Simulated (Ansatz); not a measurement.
A generator proposed this cell of InGa2N3.

Space group P-4m2 (No. 115). a = 3.352 Å, b = 3.352 Å, c = 7.445 Å, α = 90.00°, β = 90.00°, γ = 90.00°
```json
{"atom": "In", "site": "1b", "symmetry": "-4m2", "x": "0.5000", "y": "0.5000", "z": "0.0000"}
{"atom": "Ga", "site": "2g", "symmetry": "2mm.", "x": "0.5000", "y": "0.0000", "z": "0.7399"}
{"atom": "N", "site": "2g", "symmetry": "2mm.", "x": "0.5000", "y": "0.0000", "z": "0.3835"}
{"atom": "N", "site": "1a", "symmetry": "-4m2", "x": "0.0000", "y": "0.0000", "z": "0.0000"}
```

Method: Ansatz 0.2.0, DFT PBE, scalar-relativistic, plane waves, PAW. Settings: cutoff 420 eV, Γ-centred mesh 6×6×4 on the computed 6-atom cell, Gaussian smearing of 0.10 eV; collinear spin from starting moments 0.0 0.0 0.0 1.0 1.0 1.0 μB.

Energies over the elements count from the elements' standard structures at the same level (N₂ as a molecule), with no fitted energy shifts.

Q: What does a single point on this coarse mesh give?

A: The pressure is -4.4 GPa (the mean over three directions, positive in compression), the largest force is 5.01 eV/Å, and the energy is +1.66 eV/atom against the elements. The shortest distance is 2.37 Å.

Q: How much does it gain on relaxing, and where does it end?

A: Relaxing gains about 1.2 eV/atom (the start's value is from the coarse mesh, so the gain is rough) in 25 ionic steps and ends at +0.45 eV/atom on the finer mesh. The symmetry stays P-4m2 (No. 115). The volume per atom grows by 6.8 %, from 13.9 to 14.9 Å³. The shortest distance goes from 2.37 Å (In–N) to 2.10 Å (Ga–N). The ratio c/a of the conventional cell changes by a factor of 1.47. Conventional cell: a = 3.014 Å, c = 9.837 Å. In has 4 N at 2.13 Å; Ga has 5 N at 2.10–2.13 Å; N on a site of symmetry 2mm is surrounded by 5 Ga at 2.10–2.13 Å; 1 more site not described.

The last run used a 12×12×4 mesh (in the run's order of axes) for its 6-atom cell and Gaussian smearing of 0.10 eV. No dispersion correction is applied, so the spacing and binding between layers, chains or molecules are poorly described. The cell is a metal run without spin; a magnetic state may lie lower. The relaxation can't lower the symmetry of the start. A structure relaxed within its symmetry needn't be a true minimum. Another cell of InGa2N3 relaxed alike, in P-3m1, lies 261 meV/atom lower, so this cell isn't the stable form at this level.
